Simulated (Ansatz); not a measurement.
Consider the following.

AlO:
```xyz
8
Lattice="2.9475 0.0000 0.0000 -1.4738 2.5526 0.0000 0.0000 0.0000 12.8464" Properties=species:S:1:pos:R:3 pbc="T T T"
Al     0.0000     1.7017     1.9067
Al     1.4738     0.8509     8.3299
Al     1.4738     0.8509    10.9397
Al     0.0000     1.7017     4.5165
O      0.0000     1.7017     7.6938
O      1.4738     0.8509     1.2706
O      1.4738     0.8509     5.1526
O      0.0000     1.7017    11.5757
```

This is the r²SCAN+D4-relaxed structure. Cartesian axes are those of the cell as given.

### Question
All from r²SCAN+D4 (plane waves, PAW; program Ansatz), unless another level is named. Predict the Debye temperature from the elastic constants.

### Answer
604 K.

### Question
Give the elastic constants (relaxed ions, GPa).

### Answer
C11 = 291, C12 = 111, C13 = 32.9, C33 = 58.9, C44 = 31.1.

Space group P6_3/mmc. A made-up cell: these elements were put on the sites of a structure type; neither database checked (COD, Materials Project) lists it. Its standing as an ambient phase is unchecked. Symmetry was held in the r²SCAN+D4 relaxation; its stability against distortions is not shown here.

Potentials: the earlier of the program's two PAW sets. The files were generated under PBE; for other functionals the program regenerates the frozen cores, and for LDA and PBEsol the local potential too.
